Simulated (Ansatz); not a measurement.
RbTi: from a first guess to the relaxed CsCl type

First guess:

```xyz
2
Lattice="4.0064 0.0000 0.0000 0.0000 4.0064 0.0000 0.0000 0.0000 4.0064" Properties=species:S:1:pos:R:3 pbc="T T T"
Rb    0.0000    0.0000    0.0000
Ti    2.0032    2.0032    2.0032
```

These are results of Ansatz 0.2.0, DFT, PBEsol, PAW with Ansatz's default frozen-core files, scalar-relativistic, not measurements.

Cell and atoms relax within the symmetry of the start on a 10×10×10 k mesh with 0.03 eV Fermi–Dirac smearing.

The start is built from a prototype, known or not as a phase of this compound; the cutoff is 420 eV.

Spin polarisation is left out, and whether a magnetic state lies lower isn't shown here.

Q: What is the pressure of the first guess?

A: 0.04 GPa.

Q: What does it relax to?

A: a = 4.006 Å, b = 4.006 Å, c = 4.006 Å, α = 90.00°, β = 90.00°, γ = 90.00° (conventional cell), 32.15 Å³ per atom:
Space group Pm-3m (No. 221). a = 4.006 Å, b = 4.006 Å, c = 4.006 Å, α = 90.00°, β = 90.00°, γ = 90.00°
```json
{"atom": "Rb", "site": "1a", "symmetry": "m-3m", "x": "0.0000", "y": "0.0000", "z": "0.0000"}
{"atom": "Ti", "site": "1b", "symmetry": "m-3m", "x": "0.5000", "y": "0.5000", "z": "0.5000"}
```

Q: How much energy does the relaxation release?

A: 0 meV/atom.
